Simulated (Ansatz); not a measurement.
Data:

ReC:
```
ReC
1.0
    2.85564     0.00000     0.00000
   -1.42782     2.47306     0.00000
    0.00000     0.00000     2.79472
Re C
1 1
Direct
  0.00000   0.00000   0.00000
  0.66667   0.33333   0.50000
```

This is the PBEsol-relaxed structure.

**Question.** All from plane-wave PAW PBEsol (Ansatz code), unless another level is named. Give the highest zone-centre frequency.

**Answer.** 606 cm⁻¹.

**Question.** And the bulk modulus (Birch–Murnaghan fit)?

**Answer.** 4370 kbar.

Space group P-6m2. A made-up cell: these elements were put on the sites of a structure type; the Crystallography Open Database copy checked does not list it. Whether it is the stable phase at ambient conditions was not checked. The cell was relaxed with PBEsol under the symmetry of its start; its stability against distortions is not shown here. No spin polarisation was allowed. As this level gives no gap, phonon frequencies hold no LO–TO term and depend on the k-mesh and smearing (Fermi–Dirac, 0.1 eV here). Scalar-relativistic: spin–orbit coupling is off unless named, which matters more the heavier the elements.

Potentials: the earlier of the program's two PAW sets. The files were generated under PBE; for other functionals the program regenerates the frozen cores, and for LDA and PBEsol the local potential too.
